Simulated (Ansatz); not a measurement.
MgO (rock salt), relaxed with PBEsol (Ansatz, a program for electronic structure, plane waves, PAW): a = 4.214 Å, b = 4.214 Å, c = 4.214 Å, α = 90.00°, β = 90.00°, γ = 90.00°.

```
Item                             Value
-------------------------------  -----
gap (eV)                          4.62
ΔH_f (eV/atom)                   -2.74
B₀ by P(V) fit (GPa)               157
K_Hill (GPa)                       158
G_Hill (GPa)                       126
electron conductivity mass (mₑ)   0.34
Θ_D (K)                            923
```

Q: The same phase is relaxed and computed with r²SCAN in the same code. What are the cell and these values now?

A: a = b = c = 4.204 Å, α = β = γ = 90.00°.

* **gap (eV)**: 5.68
* **ΔH_f (eV/atom)**: -2.95
* **B₀ by P(V) fit (GPa)**: 167
* **K_Hill (GPa)**: 167
* **G_Hill (GPa)**: 135
* **electron conductivity mass (mₑ)**: 0.36
* **Θ_D (K)**: 955

All cells were relaxed under the symmetry of their starts (and spin orders); stability against distortions was not tested throughout.

Potentials: the later of the program's two PAW sets.

Ansatz is a plane-wave DFT program.

Formation energies count from the lowest solids of the elements computed at the same level, not from gases.
